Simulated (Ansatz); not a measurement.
NbSb, DFT, PBE, all-electron LAPW, scalar-relativistic (Ansatz 0.2.0), run on 1 thread of Intel(R) Xeon(R) Platinum 8488C (Sapphire Rapids) on a shared host.

The structure comes from a relaxation in the same program, started in the WC type. Whether it is a known phase or the ground state wasn't checked. The listed cell was then made from it by scaling, straining or moving an atom.

Command: `ansatz run input.yaml --threads 1 --pin off --max-ram 2048MiB --backend cpu --events-out ev --progress --plain --runs-dir out`

```yaml
crystal:
  lattice:
    - [3.5227502525, 0.0, 0.0]
    - [-1.7613751263, 3.0507912098, 0.0]
    - [0.0, 0.0, 3.7359978319]
  atoms:
    - { symbol: Nb, position: [0.0, 0.0, 0.0] }
    - { symbol: Sb, position: [0.3333333333, 0.6666666667, 0.5] }
kpoints:
  mp_grid: { grid: [11, 11, 10] }
scf:
  occupations: { method: fermi_dirac, width: 0.05 }
hamiltonian:
  xc: pbe
  pseudopotentials: { kind: all_electron, lapw: { basis_error: 0.00025 } }
output:
  forces: true
  stress: true
  eigenvalues: true
```

Question: How large is the problem that the program sets up?

Answer: 96 irreducible k-points, 443 plane waves at Γ, 33 bands.

Question: About how long does it take, and how much memory does it use?

Answer: 46 s of wall time for 10 SCF iterations, with a peak of 0.55 GiB. Times on shared machines scatter by tens of per cent.

Question: And the same cell and mesh by PAW with the default files, asked for forces, stress, eigenvalues, efg, on the same hardware?

Answer: 5.7 s, peak memory 0.49 GiB.

Question: And the same cell and mesh by all-electron PAW (datasets made for this crystal), asked for forces, stress, eigenvalues, efg, on the same hardware?

Answer: 17 s, peak memory 0.67 GiB.
